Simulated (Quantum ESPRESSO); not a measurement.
InCu4Sn2Rh (simulated cell) (calculated)

All values are calculated (Quantum ESPRESSO 7.5). Calculation on a made-up metal alloy cell, not a measurement, with one named mistake planted (healthy values lack it): no spin or spin-orbit, unrelaxed, 2900 K smearing, stress positive in tension, cell energy less the intended atoms' offsets; periodic Kohn-Sham density functional theory in plane waves with PseudoDojo standard norm-conserving scalar-relativistic pseudopotentials, each functional with its own files (v0.5 for PBE, v0.4.1 for LDA and PBEsol), eight atoms on drawn sites of a strained close-packed or body-centred lattice, each displaced and held fixed; the energy is the cell's free energy, ions and the entropy term -TS included, at the stated Fermi-Dirac width, less a fixed offset for each atom's element (shifted free energy); compositions with an open d shell lost a parallel starting moment in a cheaper test run, and other magnetic orders were not tried; an error bar is the largest change of its kind in a tighter rerun, never given below 0.002 eV, 0.02 GPa or 0.003 eV/angstrom, and covers cutoff and k-mesh only, not smearing or the files.

```xyz
8
Lattice="0.0310 0.0698 -4.6791 0.0415 4.8385 -0.0723 5.4388 0.0479 -0.0371" Properties=species:S:1:pos:R:3 formula=InCu4Sn2Rh lattice_type=hexagonal_close-packed intended_functional=pbe cutoff=1252 fermi_dirac_smearing=0.25 intended_electrons_removed=0 healthy_entropy_term_negative_ts=-0.609 healthy_pressure=11.09 healthy_stress_xx=-6.44 healthy_stress_yy=-13.1 healthy_stress_zz=-13.74 healthy_stress_yz=-0.98 healthy_stress_xz=-0.67 healthy_stress_xy=2.76 fault_kind=cell_scaled fault_length_scale_change=-1.74 run_command=mpirun_-np_4_pw.x_-nk_4_-in_in run_processor=AMD_EPYC,Zen_5,virtual_cores k_mesh=5_x_5_x_4_shifted_half_a_step_off_Gamma_on_each_axis structure_shown=the_intended_cell healthy_shifted_free_energy=-0.028 faulty_entropy_term_negative_ts=-0.567 faulty_pressure=20.02 faulty_stress_xx=-15.29 faulty_stress_yy=-22.53 faulty_stress_zz=-22.24 faulty_stress_yz=-1.37 faulty_stress_xz=-0.84 faulty_stress_xy=3.32 faulty_shifted_free_energy=0.576
Sn     0.0163     0.0308     0.0382
Cu     2.7113     0.0095    -0.0123
Rh     1.4134     2.4463    -0.0538
Sn     4.1073     2.4891    -0.0276
In    -0.0112     1.6337    -2.3952
Cu     2.7599     1.6834    -2.3654
Cu     1.3897     4.0696    -2.4149
Cu     4.1630     4.0666    -2.4230
```

Units: cutoff, fermi_dirac_smearing, healthy_entropy_term_negative_ts, healthy_shifted_free_energy, faulty_entropy_term_negative_ts, faulty_shifted_free_energy in eV; healthy_pressure, healthy_stress_xx, healthy_stress_yy, healthy_stress_zz, healthy_stress_yz, healthy_stress_xz, healthy_stress_xy, faulty_pressure, faulty_stress_xx, faulty_stress_yy, faulty_stress_zz, faulty_stress_yz, faulty_stress_xz, faulty_stress_xy in GPa; fault_length_scale_change in percent.

Atoms:
```
atoms element  atom site  atom energy offset (eV)
           Sn          1                 -2144.16
           Cu          2                 -5159.25
           Rh          3                 -3191.96
           Sn          4                 -2144.16
           In          5                 -1808.02
           Cu          6                 -5159.25
           Cu          7                 -5159.25
           Cu          8                 -5159.25
```

Healthy forces:
```
site  x (eV/Å)  y (eV/Å)  z (eV/Å)
   1     1.875    -1.767    -0.768
   2    -0.083     0.141    -0.058
   3    -0.081    -0.085    -0.058
   4    -3.005       0.8    -0.476
   5     1.747      0.66      1.08
   6    -0.351    -0.093    -0.015
   7     0.728    -0.048     0.154
   8     -0.83     0.392     0.141
```

Faulty forces:
```
site  x (eV/Å)  y (eV/Å)  z (eV/Å)
   1     2.031    -1.975    -0.886
   2    -0.048     0.163    -0.068
   3    -0.068    -0.107    -0.066
   4    -3.369     0.909    -0.556
   5     1.956     0.699     1.228
   6    -0.386    -0.162     -0.03
   7     0.897     0.006     0.195
   8    -1.013     0.465     0.183
```

Notes: the copper pseudopotential is less sure than most, with forces differing by about three percent and pressure by about two GPa from a second method on plain copper; the tin pseudopotential is less sure than most, with forces differing by about three percent from a second method on plain tin; a spin test at this wide smearing found no moment, but such smearing suppresses magnetism that the real alloy may have; lattice, volume and sites are drawn at random and may be unstable or far from any real phase; energies are for the whole cell, less offsets fitted to these runs, so they are not formation energies; error bars of the healthy run: energy 0.011 eV, stress 0.08 GPa, force 0.011 eV/Å, from a tighter rerun of this or a related cell; 14 SCF iterations, 149 s of wall time on a shared machine.
